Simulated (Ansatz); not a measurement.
Consider the following.

GeSe:
```cif
data_Ge2Se2
_chemical_formula_sum 'Ge2 Se2'
_space_group_name_H-M_alt 'P 1'
_space_group_IT_number 1
_cell_length_a 3.93159
_cell_length_b 5.77066
_cell_length_c 4.25861
_cell_angle_alpha 90.000
_cell_angle_beta 90.000
_cell_angle_gamma 90.000
loop_
_space_group_symop_operation_xyz
  'x, y, z'
loop_
_atom_site_label
_atom_site_type_symbol
_atom_site_fract_x
_atom_site_fract_y
_atom_site_fract_z
_atom_site_occupancy
Ge1 Ge 0.00000 0.23277 0.57960 1
Ge2 Ge 0.50000 0.76723 0.07960 1
Se1 Se 0.00000 0.76113 0.67040 1
Se2 Se 0.50000 0.23887 0.17040 1
```

This is the PBE+D3(BJ)-relaxed structure.

### Question
All from PBE+D3(BJ) (plane waves, PAW; program Ansatz), unless another level is named. Predict the formation energy from the elements (no fitted shifts).

### Answer
-0.27 eV/atom.

### Question
Next, the hole effective mass?

### Answer
0.13, 0.31, 2.9 mₑ (principal values).

### Question
Predict the weight of the valence-edge state by species (Voronoi cells).

### Answer
Se 70 %, Ge 30 %.

Space group Pmn2_1. The start of the workflow was typed in or built on a structure type; neither database checked (COD, Materials Project) lists it. It is not the phase usual at ambient conditions (space group No. 62). The cell was relaxed with PBE+D3(BJ) under the symmetry of its start; whether a distortion lowers the energy is not shown. The volume moved by -20 % from the start of the relaxation. The references are the lowest solids computed at this level, not always the standard phases. Scalar-relativistic: spin–orbit coupling is off unless named, which matters more the heavier the elements.

Potentials: the earlier of the program's two PAW sets.

Edges and masses are those of Kohn–Sham bands, whose gap is no quasiparticle gap.
